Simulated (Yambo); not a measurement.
Yambo run on NaHF$_{2}$ (space group R-3m, No. 166). The wavefunctions are PBEsol (pw.x of Quantum ESPRESSO, ONCV potentials, no spin-orbit coupling) ones on a 4×4×4 mesh (12 occupied bands); a = b = c = 5.0179 Å, α = β = γ = 40.50°.

Yambo input:

```
rim_cut
HF_and_locXC
RandQpts= 1000000
RandGvec= 1 Ry
EXXRLvcs= 88 Ry
VXCRLvcs= 352 Ry
% QPkrange
 1 | 1 | 12 | 13 |
 3 | 3 | 12 | 13 |
 7 | 7 | 12 | 13 |
 13 | 13 | 12 | 13 |
%
```

k points by index: 1 = Γ, 3 = L, 7 = F, 13 = Z.

The o-*.hf file then holds:

```
#    K-point    Band    Eo [eV]    Ehf [eV]    Vxc [eV]    Vnlxc [eV]
#
    1    12    -0.215191    -7.495096    -23.08019    -30.36010
    1    13    6.914766    10.80897    -8.281487    -4.387286
    3    12    -0.318146    -8.514741    -21.89426    -30.09086
    3    13    11.05432    15.54724    -9.149148    -4.656228
    7    12    -0.116046    -8.286843    -22.18538    -30.35617
    7    13    11.96276    16.13424    -9.580196    -5.408709
    13    12    0.000000    -8.139585    -22.44907    -30.58866
    13    13    8.680040    12.55327    -7.794798    -3.921570
```
Exchange alone, without screening.

Geometry relaxed with PBE+D3(BJ).
